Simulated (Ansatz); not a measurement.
# Structures of Be$_{2}$Se: which is lowest?

Plane-wave DFT in Ansatz with scalar-relativistic PAW potentials, cutoff 420 eV, Γ-centred meshes chosen by cell and gap, Gaussian smearing with energies taken to zero width. Every cell was relaxed (cell and atoms) in a run of its own, within the symmetry of its start. Functional: PBE.

Relaxed structures (starts from databases or built by putting these elements on another compound's sites):
A. I4/mmm, 3 atoms in the computed cell, a = 4.784 Å, c = 6.064 Å; sites (symmetry × multiplicity) Be 4mm × 4, Se 4/mmm × 2; start: built
B. Pnnm, 6 atoms in the computed cell, a = 4.744 Å, b = 5.728 Å, c = 3.498 Å; sites (symmetry × multiplicity) Be ..m × 4, Se ..2/m × 2; start: built
C. P6_3/mmc, 6 atoms in the computed cell, a = 3.453 Å, c = 8.093 Å; sites (symmetry × multiplicity) Be 3m. × 4, Se -6m2 × 2; start: built

Rank them by energy. Could pressure change the order?

| structure | group | E − E(lowest) (meV/atom) | V (Å³/atom) | gap on mesh (eV) |
| --- | --- | --- | --- | --- |
| C | P6_3/mmc | 0.0 | 13.93 | 0.00 |
| B | Pnnm | 5.2 | 15.84 | 0.00 |
| A | I4/mmm | 265 | 23.13 | 0.79 |

C is lowest, 5 meV/atom under B. The lowest is also the densest of these, so pressure wouldn't bring one of the others in at first order. Other structures may lie lower than all of these, and vibrations aren't counted.

Spin polarisation was left out, and a magnetic state may lie lower.